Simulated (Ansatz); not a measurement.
WS$_{2}$:
```cif
data_S4W2
_chemical_formula_sum 'W2 S4'
_space_group_name_H-M_alt 'P 1'
_space_group_IT_number 1
_cell_length_a 3.17171
_cell_length_b 3.17171
_cell_length_c 12.55165
_cell_angle_alpha 90.000
_cell_angle_beta 90.000
_cell_angle_gamma 120.000
loop_
_space_group_symop_operation_xyz
  'x, y, z'
loop_
_atom_site_label
_atom_site_type_symbol
_atom_site_fract_x
_atom_site_fract_y
_atom_site_fract_z
_atom_site_occupancy
W1 W 0.33333 0.66667 0.25000 1
W2 W 0.66667 0.33333 0.75000 1
S1 S 0.33333 0.66667 0.62567 1
S2 S 0.66667 0.33333 0.12567 1
S3 S 0.66667 0.33333 0.37433 1
S4 S 0.33333 0.66667 0.87433 1
```

Relaxed with r²SCAN+D4.

Task: Give the optical modes at the zone centre with their infrared and Raman activity from DFPT, r²SCAN+D4 (plane waves, PAW; program Ansatz).

Result: Transverse frequencies, without the LO–TO term; a row sums one degenerate level.

```tsv
ω (cm⁻¹)	degeneracy	IR ((D/Å)²/amu)	Raman (Å⁴/amu)	activity	symmetry
23	2	0.00	0.62	Raman	E2g
41	1	0.00	0	silent	B1g
296	2	0.00	0	silent	E2u
298	2	0.00	1.9	Raman	E1g
356	2	0.33	0	IR	E1u
356	2	0.00	970	Raman	E2g
421	1	0.00	0	silent	B2u
427	1	0.00	790	Raman	A1g
438	1	0.10	0	IR	A2u
442	1	0.00	0	silent	B1g
```

Space group P6_3/mmc. The r²SCAN+D4 relaxation kept the symmetry of its start; of distortions, only those at the zone centre were tested. No spin polarisation was allowed. Scalar-relativistic: spin–orbit coupling is off unless named, which matters more the heavier the elements.

Potentials: the later of the program's two PAW sets.
